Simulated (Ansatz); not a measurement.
CdTe:
```yaml
crystal:
  lattice:
    - [0.00000, 3.27934, 3.27934]
    - [3.27934, 0.00000, 3.27934]
    - [3.27934, 3.27934, 0.00000]
  atoms:
    - { symbol: Cd, position: [0.00000, 0.00000, 0.00000] }
    - { symbol: Te, position: [0.75000, 0.75000, 0.75000] }
```

r²SCAN in the plane-wave PAW code Ansatz gives a gap of 1.16 eV without spin–orbit coupling, maximum at Γ, minimum at Γ.

### Question
What happens when spin–orbit coupling is switched on?

### Answer
The gap decreases by 0.26 eV, to 0.90 eV; maximum at Γ, minimum at Γ.

### Question
How large is the spin–orbit splitting of the valence top at Γ?

### Answer
The fourfold level lies 0.83 eV above the split-off pair.

### Question
Give the electron effective mass with spin–orbit coupling.

### Answer
0.082 mₑ (isotropic).

Space group F-43m (zinc blende). The cell was relaxed with r²SCAN under the symmetry of its start; of distortions, only those at the zone centre were tested.

Potentials: the earlier of the program's two PAW sets.
